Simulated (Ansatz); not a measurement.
According to r²SCAN in the plane-wave PAW code Ansatz, CaTiHO$_{2}$ in the tetragonal phase (P4/mmm; Ca on 1d, Ti on 1a, O on 2f, H on 1b) relaxes to a = 3.929 Å, c = 3.562 Å. Ca has 12 nearest neighbours from 2.65 Å (cuboctahedral). Its formation energy from the elements is -233 kJ/mol-atom, with no fitted shifts.

Electronic character: metallic (no gap). The magnetic state found is antiferromagnetic.

An equation-of-state fit gives a bulk modulus of 1320 kbar. Bader charges are Ca +1.58, Ti +1.90, O -1.40, H -0.68 e.

The start of the workflow was typed in or built on a structure type; neither database checked (COD, Materials Project) lists it. Its standing as an ambient phase is unchecked. The cell keeps a stress of up to 0.2 GPa. Symmetry was held in the r²SCAN relaxation, as lowered by the spin order; whether a distortion lowers the energy is not shown. Spin order of the final state: antiferromagnetic, chosen from 4 collinear starts compared on coarse meshes (ties went to the first, and starts can fall back to one state), not a proven ground state. Other orbital occupations within this spin state were not tried. No Hubbard U is applied. The compound may be a true metal, but semilocal functionals without U, or a wrong spin order, can also close a gap. The references are the lowest solids computed at this level, not always the standard phases (solids in place of the gases).

Potentials: the earlier of the program's two PAW sets.
